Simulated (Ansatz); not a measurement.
Sn$_{3}$Pd:
```
CELL_PARAMETERS angstrom
      4.51290     0.00000     0.00000
      0.00000     4.51290     0.00000
      0.00000     0.00000     4.51290
ATOMIC_POSITIONS crystal
  Pd 0.00000 0.00000 0.00000
  Sn 0.00000 0.50000 0.50000
  Sn 0.50000 0.00000 0.50000
  Sn 0.50000 0.50000 0.00000
```

Relaxed with r²SCAN.

### Question
Give the Bader charges and basin volumes of the independent atoms, DFT-r²SCAN in the program Ansatz with PAW potentials.

### Answer


```
atom  Bader charge (e)  Bader volume (Å³)
----  ----------------  -----------------
Pd1              -0.41               21.6
Sn2              +0.14               23.4
```

Space group Pm-3m (Cu3Au type). The workflow started from an entry of the Crystallography Open Database (COD), which files this formula under 2 space groups. Whether it is the stable phase at ambient conditions was not checked. The r²SCAN relaxation kept the symmetry of its start; its stability against distortions is not shown here. No spin polarisation was allowed. The volume moved by 46 % from the start of the relaxation. Scalar-relativistic: spin–orbit coupling is off unless named, which matters more the heavier the elements.

Potentials: the later of the program's two PAW sets.
